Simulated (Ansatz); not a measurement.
BaSrTi$_{2}$O$_{6}$ in space group P4mm (No. 99; Pearson symbol tP10), the program Ansatz at the r²SCAN level (PAW), all energies at zero smearing, with the estimated change up to a 700 eV cutoff added, with one set of potentials and settings (totals compare only within such a set). Cell of 10 atoms (1 Ba, 6 O, 2 Ti, 1 Sr): -17958.713 eV.

| element | reference phase | E (eV/atom) |
|---|---|---|
| Ba | Im-3m, 1 atoms in the cell | -5964.5974 |
| O | C2/m, 4 atoms in the cell, spin-polarised | -566.0346 |
| Ti | P6/mmm, 3 atoms in the cell | -2504.3941 |
| Sr | P6_3/mmc, 2 atoms in the cell | -3555.1302 |

Formation energy per atom, worked out: (-17958.713 − 1×(-5964.5974) − 6×(-566.0346) − 2×(-2504.3941) − 1×(-3555.1302))/10 = -3.399 eV/atom (-328 kJ per mol of atoms), at 0 K, without zero-point energy or fitted corrections.

The start of the workflow was typed in or built on a structure type; neither database checked (COD, Materials Project) lists it. Its standing as an ambient phase is unchecked. Symmetry was held in the r²SCAN relaxation; its stability against distortions is not shown here. The workflow began spin-polarised and lost its moments. The references are the lowest solids computed at this level, not always the standard phases (solids in place of the gases). Scalar-relativistic: spin–orbit coupling is off unless named, which matters more the heavier the elements.

Potentials: the earlier of the program's two PAW sets.
